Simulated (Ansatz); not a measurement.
NaWO₃ (cubic perovskite, space group No. 221), r²SCAN in the plane-wave PAW code Ansatz, all energies at zero smearing, with the estimated change up to a 700 eV cutoff added, with one set of potentials and settings (totals compare only within such a set). Cell of 5 atoms (1 Na, 1 W, 3 O): -13595.341 eV.

| element | reference phase | E (eV/atom) |
|---|---|---|
| Na | C2/m, 3 atoms in the cell | -1488.6146 |
| W | Im-3m, 1 atoms in the cell | -10397.2967 |
| O | C2/m, 4 atoms in the cell, spin-polarised | -566.0281 |

Formation energy per atom, worked out: (-13595.341 − 1×(-1488.6146) − 1×(-10397.2967) − 3×(-566.0281))/5 = -2.269 eV/atom (-219 kJ per mol of atoms), at 0 K, without zero-point energy or fitted corrections.

Space group Pm-3m (cubic perovskite). The workflow started from an entry of the Crystallography Open Database (COD). Its standing as an ambient phase is unchecked. Symmetry was held in the r²SCAN relaxation; of distortions, only those at the zone centre were tested. No spin polarisation was allowed. No Hubbard U is applied. The references are the lowest solids computed at this level, not always the standard phases (solids in place of the gases). Scalar-relativistic: spin–orbit coupling is off unless named, which matters more the heavier the elements.

Potentials: the later of the program's two PAW sets.
